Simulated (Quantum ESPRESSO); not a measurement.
Al2GeZnN4, one run as intended and one with a planted mistake

A calculation, not a measurement. The program is pw.x of Quantum ESPRESSO 7.5 (plane-wave density functional theory). The cell is made up: 8 atoms on a wurtzite lattice, with randomly drawn elements, strain and displacements, not relaxed. PseudoDojo standard norm-conserving files (v0.5 for PBE, v0.4.1 for LDA and PBEsol) set the functional; there is no spin polarisation, spin-orbit coupling or dispersion term, and the masses in the input are unused placeholders.

Intended input:

```
&control calculation='scf', pseudo_dir='./dojo.nc.sr.pbe.v0_5.standard.upf', outdir='./o', disk_io='medium', tprnfor=.true., tstress=.true. /
&system ibrav=0, nat=8, ntyp=4, nbnd=36, ecutwfc=84.00895049, nosym=.true., tot_charge=0,
 occupations='smearing', smearing='fd', degauss=0.0018374661
/
&electrons conv_thr=7.350e-09, electron_maxstep=60, /
ATOMIC_SPECIES
Al 1.0 Al.upf
Ge 1.0 Ge.upf
N 1.0 N.upf
Zn 1.0 Zn.upf
CELL_PARAMETERS angstrom
3.1632 0.0349 -0.0013
0.0604 5.4339 0.0373
-0.0021 0.0352 4.9819
ATOMIC_POSITIONS angstrom
Al 0.0276 -0.0161 0.0728
Al 1.6218 2.6585 0.0049
Ge 1.5216 0.9789 2.5151
Zn -0.1292 3.6799 2.4201
N -0.1685 0.0374 1.7604
N 1.7244 2.7959 1.7955
N 1.6166 0.9015 4.465
N 0.0402 3.6487 4.4641
K_POINTS automatic
6 4 4 1 1 1
```

The log is shortened where brackets say so; the opening notice, blank lines, dates and the lines on written files are dropped, and the path of the files is cut. It prints rydbergs, bohrs and kilobars, and counts compression as positive stress.

Log of the intended run:

```
     Program PWSCF v.7.5
     Parallel version (MPI & OpenMP), running on       1 processor cores
     Number of MPI processes:                 1
     Threads/MPI process:                     1
     [start-up lines left out]
     bravais-lattice index     =            0
     lattice parameter (alat)  =       5.9779  a.u.
     unit-cell volume          =     577.7706 (a.u.)^3
     number of atoms/cell      =            8
     number of atomic types    =            4
     number of electrons       =        60.00
     number of Kohn-Sham states=           36
     kinetic-energy cutoff     =      84.0090  Ry
     charge density cutoff     =     336.0358  Ry
     scf convergence threshold =      7.3E-09
     mixing beta               =       0.7000
     number of iterations used =            8  plain     mixing
     Exchange-correlation= PBE
                           (   1   4   3   4   0   0   0)
     [axes and pseudopotential details left out]
   Cartesian axes
     site n.     atom                  positions (alat units)
         1        Al     tau(   1) = (   0.0087248  -0.0050895   0.0230133  )
         2        Al     tau(   2) = (   0.5126774   0.8403952   0.0015490  )
         3        Ge     tau(   3) = (   0.4810026   0.3094462   0.7950641  )
         4        Zn     tau(   4) = (  -0.0408422   1.1632763   0.7650330  )
         5        N      tau(   5) = (  -0.0532656   0.0118227   0.5564911  )
         6        N      tau(   6) = (   0.5451109   0.8838295   0.5675868  )
         7        N      tau(   7) = (   0.5110336   0.2849788   1.4114592  )
         8        N      tau(   8) = (   0.0127079   1.1534135   1.4111747  )
     number of k points=    48  Fermi-Dirac smearing, width (Ry)=  0.0018
                       cart. coord. in units 2pi/alat
        k(    1) = (   0.0825841   0.0713103   0.0789031), wk =   0.0416667
        k(    2) = (   0.0826613   0.0702197   0.2376551), wk =   0.0416667
     [further k points left out]
     Dense  grid:    60149 G-vectors     FFT dimensions: (  36,  60,  60)
     Estimated max dynamical RAM per process >      78.15 MB
     Initial potential from superposition of free atoms
     starting charge      59.9941, renormalised to      60.0000
     Starting wfcs are   43 randomized atomic wfcs
     total cpu time spent up to now is        8.9 secs
     per-process dynamical memory:    51.5 Mb
     Self-consistent Calculation
     iteration #  1     ecut=    84.01 Ry     beta= 0.70
     Davidson diagonalization with overlap
     ethr =  1.00E-02,  avg # of iterations =  3.1
     total cpu time spent up to now is       29.5 secs
     total energy              =    -688.10364185 Ry
     estimated scf accuracy    <       2.54519144 Ry
     iteration #  2     ecut=    84.01 Ry     beta= 0.70
     Davidson diagonalization with overlap
     ethr =  4.24E-03,  avg # of iterations =  3.1
     total cpu time spent up to now is       49.8 secs
     total energy              =    -688.65137162 Ry
     estimated scf accuracy    <       3.02263896 Ry
     [iterations 3 to 11 left out]
     iteration # 12     ecut=    84.01 Ry     beta= 0.70
     Davidson diagonalization with overlap
     ethr =  3.35E-10,  avg # of iterations =  2.0
     total cpu time spent up to now is      199.3 secs
     total energy              =    -689.27431434 Ry
     estimated scf accuracy    <       0.00000002 Ry
     iteration # 13     ecut=    84.01 Ry     beta= 0.70
     Davidson diagonalization with overlap
     ethr =  2.60E-11,  avg # of iterations =  3.8
     total cpu time spent up to now is      215.9 secs
     End of self-consistent calculation
     [lines on levels left out]
!    total energy              =    -689.27431435 Ry
     estimated scf accuracy    <          3.4E-09 Ry
     smearing contrib. (-TS)   =      -0.00000000 Ry
     internal energy E=F+TS    =    -689.27431435 Ry
     The total energy is F=E-TS. E is the sum of the following terms:
     one-electron contribution =    -479.50098526 Ry
     hartree contribution      =     273.65673224 Ry
     xc contribution           =    -118.11952674 Ry
     ewald contribution        =    -365.31053459 Ry
     convergence has been achieved in  13 iterations
     Forces acting on atoms (cartesian axes, Ry/au):
     atom    1 type  1   force =     0.01111307   -0.07912993   -0.17022596
     atom    2 type  1   force =     0.00008558    0.10228254   -0.04742460
     atom    3 type  2   force =    -0.01238835    0.06213620   -0.02162513
     atom    4 type  4   force =     0.14951239    0.02042845    0.10633863
     atom    5 type  3   force =     0.04502534    0.09368329    0.17636279
     atom    6 type  3   force =    -0.17087696   -0.19087808    0.01945745
     atom    7 type  3   force =    -0.02701792   -0.00210954   -0.07115905
     atom    8 type  3   force =     0.00454685   -0.00641293    0.00827586
     Total force =     0.447752     Total SCF correction =     0.000219
     Computing stress (Cartesian axis) and pressure
          total   stress  (Ry/bohr**3)                   (kbar)     P=      140.05
   0.00058536   0.00007936   0.00023632           86.11       11.67       34.76
   0.00007936   0.00055945   0.00017750           11.67       82.30       26.11
   0.00023632   0.00017750   0.00171123           34.76       26.11      251.73
     init_run     :      8.31s CPU      8.74s WALL (       1 calls)
     electrons    :    198.10s CPU    207.02s WALL (       1 calls)
     forces       :      2.03s CPU      2.06s WALL (       1 calls)
     stress       :      9.61s CPU      9.65s WALL (       1 calls)
     [timing details left out]
     PWSCF        :   3m38.25s CPU   3m47.79s WALL
     JOB DONE.
```

A second run has one planted mistake: the plane-wave cutoff is too low. The input lines that differ, file-writing options aside:

```
- &system ibrav=0, nat=8, ntyp=4, nbnd=36, ecutwfc=84.00895049, nosym=.true., tot_charge=0,
+ &system ibrav=0, nat=8, ntyp=4, nbnd=36, ecutwfc=47.11263103, nosym=.true., tot_charge=0,
```

Its log:

```
     Program PWSCF v.7.5
     Parallel version (MPI & OpenMP), running on       1 processor cores
     Number of MPI processes:                 1
     Threads/MPI process:                     1
     [start-up lines left out]
     bravais-lattice index     =            0
     lattice parameter (alat)  =       5.9779  a.u.
     unit-cell volume          =     577.7706 (a.u.)^3
     number of atoms/cell      =            8
     number of atomic types    =            4
     number of electrons       =        60.00
     number of Kohn-Sham states=           36
     kinetic-energy cutoff     =      47.1126  Ry
     charge density cutoff     =     188.4505  Ry
     scf convergence threshold =      7.3E-09
     mixing beta               =       0.7000
     number of iterations used =            8  plain     mixing
     Exchange-correlation= PBE
                           (   1   4   3   4   0   0   0)
     [axes and pseudopotential details left out]
   Cartesian axes
     site n.     atom                  positions (alat units)
         1        Al     tau(   1) = (   0.0087248  -0.0050895   0.0230133  )
         2        Al     tau(   2) = (   0.5126774   0.8403952   0.0015490  )
         3        Ge     tau(   3) = (   0.4810026   0.3094462   0.7950641  )
         4        Zn     tau(   4) = (  -0.0408422   1.1632763   0.7650330  )
         5        N      tau(   5) = (  -0.0532656   0.0118227   0.5564911  )
         6        N      tau(   6) = (   0.5451109   0.8838295   0.5675868  )
         7        N      tau(   7) = (   0.5110336   0.2849788   1.4114592  )
         8        N      tau(   8) = (   0.0127079   1.1534135   1.4111747  )
     number of k points=    48  Fermi-Dirac smearing, width (Ry)=  0.0018
                       cart. coord. in units 2pi/alat
        k(    1) = (   0.0825841   0.0713103   0.0789031), wk =   0.0416667
        k(    2) = (   0.0826613   0.0702197   0.2376551), wk =   0.0416667
     [further k points left out]
     Dense  grid:    25225 G-vectors     FFT dimensions: (  27,  45,  45)
     Estimated max dynamical RAM per process >      34.93 MB
     Check: negative core charge=   -0.000141
     Initial potential from superposition of free atoms
     starting charge      59.9941, renormalised to      60.0000
     Starting wfcs are   43 randomized atomic wfcs
     total cpu time spent up to now is        4.4 secs
     per-process dynamical memory:    24.8 Mb
     Self-consistent Calculation
     iteration #  1     ecut=    47.11 Ry     beta= 0.70
     Davidson diagonalization with overlap
     ethr =  1.00E-02,  avg # of iterations =  3.1
     total cpu time spent up to now is       12.5 secs
     total energy              =    -686.14661385 Ry
     estimated scf accuracy    <       2.72019639 Ry
     iteration #  2     ecut=    47.11 Ry     beta= 0.70
     Davidson diagonalization with overlap
     ethr =  4.53E-03,  avg # of iterations =  2.7
     total cpu time spent up to now is       19.6 secs
     total energy              =    -686.78266200 Ry
     estimated scf accuracy    <       2.90327247 Ry
     [iterations 3 to 11 left out]
     iteration # 12     ecut=    47.11 Ry     beta= 0.70
     Davidson diagonalization with overlap
     ethr =  7.34E-11,  avg # of iterations =  3.1
     total cpu time spent up to now is       96.8 secs
     total energy              =    -687.38013426 Ry
     estimated scf accuracy    <       0.00000002 Ry
     iteration # 13     ecut=    47.11 Ry     beta= 0.70
     Davidson diagonalization with overlap
     ethr =  2.74E-11,  avg # of iterations =  2.0
     total cpu time spent up to now is      105.4 secs
     End of self-consistent calculation
     [lines on levels left out]
!    total energy              =    -687.38013426 Ry
     estimated scf accuracy    <          1.5E-09 Ry
     smearing contrib. (-TS)   =      -0.00000000 Ry
     internal energy E=F+TS    =    -687.38013426 Ry
     The total energy is F=E-TS. E is the sum of the following terms:
     one-electron contribution =    -474.02225248 Ry
     hartree contribution      =     269.29140480 Ry
     xc contribution           =    -117.33875197 Ry
     ewald contribution        =    -365.31053461 Ry
     convergence has been achieved in  13 iterations
     Forces acting on atoms (cartesian axes, Ry/au):
     atom    1 type  1   force =     0.01127444   -0.07898933   -0.17251314
     atom    2 type  1   force =    -0.00004275    0.10238532   -0.04847165
     atom    3 type  2   force =    -0.01301208    0.06407083   -0.01879280
     atom    4 type  4   force =     0.14849866    0.02778418    0.10381152
     atom    5 type  3   force =     0.04573218    0.08662644    0.17945670
     atom    6 type  3   force =    -0.16973817   -0.19371925    0.01835038
     atom    7 type  3   force =    -0.02701262   -0.00127064   -0.07240363
     atom    8 type  3   force =     0.00430033   -0.00688755    0.01056262
     Total force =     0.449237     Total SCF correction =     0.000071
     Computing stress (Cartesian axis) and pressure
          total   stress  (Ry/bohr**3)                   (kbar)     P=    -2586.85
  -0.01795032   0.00009971   0.00024009        -2640.58       14.67       35.32
   0.00009971  -0.01797392   0.00018969           14.67    -2644.05       27.90
   0.00024009   0.00018969  -0.01683083           35.32       27.90    -2475.90
     init_run     :      4.02s CPU      4.26s WALL (       1 calls)
     electrons    :     98.83s CPU    100.96s WALL (       1 calls)
     forces       :      1.30s CPU      1.31s WALL (       1 calls)
     stress       :      4.19s CPU      4.21s WALL (       1 calls)
     [timing details left out]
     PWSCF        :   1m48.53s CPU   1m50.98s WALL
     JOB DONE.
```

```
                                            intended run  run with the mistake
                          free energy (eV)     -9378.055             -9352.283
                    smearing term -TS (eV)        0.0000                0.0000
                            pressure (GPa)         14.00               -258.68
            largest force component (eV/Å)         4.908                 4.981
largest change of a force component (eV/Å)                               0.189
                                iterations            13                    13
```

For scale, a rerun of the intended cell at 1437 eV and a 8 x 6 x 6 mesh moved values by no more than 0.002 eV in energy, 0.04 GPa in stress and 0.002 eV/Å in force.